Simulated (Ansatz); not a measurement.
MoS₂: a ladder of calculations

Cell of run 1: an entry of the Crystallography Open Database (COD).

Space group P6_3/mmc (No. 194); a = 3.1690, c = 12.3240 Å, γ = 120.00°.

```csv
site,Wyckoff,site symmetry,x,y,z
Mo,2c,-6m2,0.3333,0.6667,0.2500
S,4f,3m.,0.3333,0.6667,0.6230
```

One atom of each set is listed.

Relaxed positions (PBE, cell held):

Mo (0.3333, 0.6667, 0.2500)
S (0.3333, 0.6667, 0.6233)

All runs are DFT with Ansatz 0.2.0 (plane waves and PAW, scalar-relativistic unless spin–orbit coupling is named, Γ-centred meshes, Fermi–Dirac smearing where given) in this cell. Start moments of run 1 as typed (μB): 2 on each Mo, none on the rest.

Run 1: PBE, parallel start moments, atoms as given; 420 eV, 11×11×3 k-points, smearing 0.02 eV.
Run 2: r2SCAN, parallel start moments, at the relaxed atoms; 500 eV, 11×11×3 k-points, smearing 0.02 eV.
Run 3: LDA, parallel start moments, at the relaxed atoms; 420 eV, 11×11×3 k-points, smearing 0.02 eV.

(1) What does each run give, and what moves the gradients most?

## Answers

(1) 

| run | Mo V_zz (η) | S V_zz (η) |
| --- | --- | --- |
| 1 | -7.53 (0.00) | -5.24 (0.00) |
| 2 | -7.71 (0.00) | -5.38 (0.00) |
| 3 | -7.73 (0.00) | -5.32 (0.00) |

V_zz in 10²¹ V/m². Against run 1, the gradient tensors on these sites move by at most 0.17 in run 2 (Mo), 0.20 in run 3 (Mo).

Without spin–orbit coupling (the program notes it for Mo) the gradients can shift somewhat, as the gap is small. In run 2 the program didn't check the stability of the electronic state in full, so a lower one may lie near. In runs 1, 2, 3 the start moments die out. In run 3 the atoms aren't at the calculated equilibrium (largest force 0.42 eV/Å). The cell isn't the equilibrium one in run 3 (calculated pressure -5 GPa), and the entry's cell may itself be off.
